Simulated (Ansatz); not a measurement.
**Structure relaxation, Ge**

The start is a relaxed Ge cell deformed by the Cartesian strain tensor (xx, yy, zz, yz, xz, xy) = (-0.109, -0.102, 0.061, -0.039, -0.095, 0.034). Cell shape, volume and atoms are optimised at zero target pressure with PBEsol (plane waves to 420 eV, PAW, scalar-relativistic; Ansatz, an electronic-structure program). The first steps use a coarse 8×8×7 k-mesh.

Starting cell:
```yaml
crystal:
  lattice:
    - [-0.17170, 2.43790, 2.90050]
    - [2.26052, -0.01419, 2.74299]
    - [2.62521, 2.64507, -0.37888]
  atoms:
    - { symbol: Ge, position: [0.50000, 0.50000, 0.50000] }
    - { symbol: Ge, position: [0.75000, 0.75000, 0.75000] }
```

**Question.** How large is the pressure on the unrelaxed cell, and of which sign?

**Answer.** +23 GPa (positive: the cell is compressed).

**Question.** Does it find its way back to the structure it was made from?

**Answer.** It relaxes back to the parent, Fd-3m (No. 227).

**Question.** How do the shortest distances between atoms change?

**Answer.** The closest pairs of elements (up to four, under 3.6 Å), start → end: Ge–Ge 2.17 → 2.46 Å.

The end point of the relaxation:

Space group Fd-3m, origin choice 1 (No. 227); a = b = c = 5.676 Å, α = β = γ = 90.00°

```tsv
atom	site	symmetry	x	y	z
Ge	8a	-43m	0.0000	0.0000	0.0000
```
(The calculation used a cell of 2 atoms; values per cell refer to that cell.)

Final values are on a 12×12×12 k-mesh of the relaxed cell. No spin polarisation in the result.

The run could not lose the symmetry of its start.
